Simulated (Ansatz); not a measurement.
**Profile along the Zr–O line in ZrO2 (tetragonal-ZrO2 type, space group P4_2/nmc)**

ZrO₂ (tetragonal-ZrO2 type, space group P4_2/nmc)

```cif
data_O4Zr2
_chemical_formula_sum 'Zr2 O4'
_space_group_name_H-M_alt 'P 1'
_space_group_IT_number 1
_cell_length_a 3.58448
_cell_length_b 3.58448
_cell_length_c 5.17719
_cell_angle_alpha 90.000
_cell_angle_beta 90.000
_cell_angle_gamma 90.000
loop_
_space_group_symop_operation_xyz
  'x, y, z'
loop_
_atom_site_label
_atom_site_type_symbol
_atom_site_fract_x
_atom_site_fract_y
_atom_site_fract_z
_atom_site_occupancy
Zr1 Zr 0.00000 0.00000 0.00000 1
Zr2 Zr 0.50000 0.50000 0.50000 1
O1 O 0.00000 0.50000 0.20147 1
O2 O 0.00000 0.50000 0.70147 1
O3 O 0.50000 0.00000 0.29853 1
O4 O 0.50000 0.00000 0.79853 1
```

Fields along a shortest Zr–O line of a (010) plane (2.07 Å), from Zr to O, interpolated on the slice's grid (step about 0.2 Å). Calculation: PBEsol (plane waves to 420 eV, PAW, scalar-relativistic; Ansatz, a quantum-chemistry and plane-wave program). k mesh 9×9×7. These are valence fields of a PAW run, semicore shells included where kept as valence: close to a nucleus they are smooth pseudo fields. This is a high-temperature form of ZrO2. ZrO2 is run without spin polarisation. ZrO2 was relaxed with its symmetry unable to fall.

| distance from Zr (Å) | valence electron density (e/Å³) | electron localisation function | density of the highest valence band (e/Å³) | density of the lowest conduction band (e/Å³) |
|---|---|---|---|---|
| 0.00 | 2.62 | x | 0.003 | 0.002 |
| 0.10 | 2.90 | x | 0.004 | 0.002 |
| 0.21 | 3.50 | x | 0.007 | 0.004 |
| 0.31 | 3.98 | x | 0.007 | 0.010 |
| 0.41 | 4.04 | 0.66 | 0.006 | 0.018 |
| 0.52 | 3.60 | 0.77 | 0.004 | 0.024 |
| 0.62 | 2.83 | 0.78 | 0.004 | 0.026 |
| 0.72 | 2.00 | 0.70 | 0.005 | 0.025 |
| 0.83 | 1.34 | 0.53 | 0.008 | 0.021 |
| 0.93 | 0.92 | 0.33 | 0.013 | 0.017 |
| 1.03 | 0.73 | 0.24 | 0.018 | 0.013 |
| 1.14 | 0.73 | 0.34 | 0.026 | 0.011 |
| 1.24 | 0.91 | 0.57 | 0.038 | 0.009 |
| 1.35 | 1.28 | 0.76 | 0.056 | 0.010 |
| 1.45 | 1.93 | 0.83 | 0.079 | 0.012 |
| 1.55 | 2.98 | 0.82 | 0.101 | 0.014 |
| 1.66 | 4.36 | 0.75 | 0.109 | 0.017 |
| 1.76 | 5.78 | x | 0.093 | 0.017 |
| 1.86 | 6.86 | x | 0.055 | 0.016 |
| 1.97 | 7.42 | x | 0.041 | 0.013 |
| 2.07 | 7.42 | x | 0.041 | 0.010 |

x: too close to a nucleus for the ELF to mean much. Band densities are of whole bands, smooth part only.

Density on the Zr–O line (2.07 Å) at its density minimum, 1.1 Å from Zr: 0.71 e/Å³. ELF at that point: 0.27. Element round which the density of the highest valence band (whole band, smooth part) is largest on this plane: O.
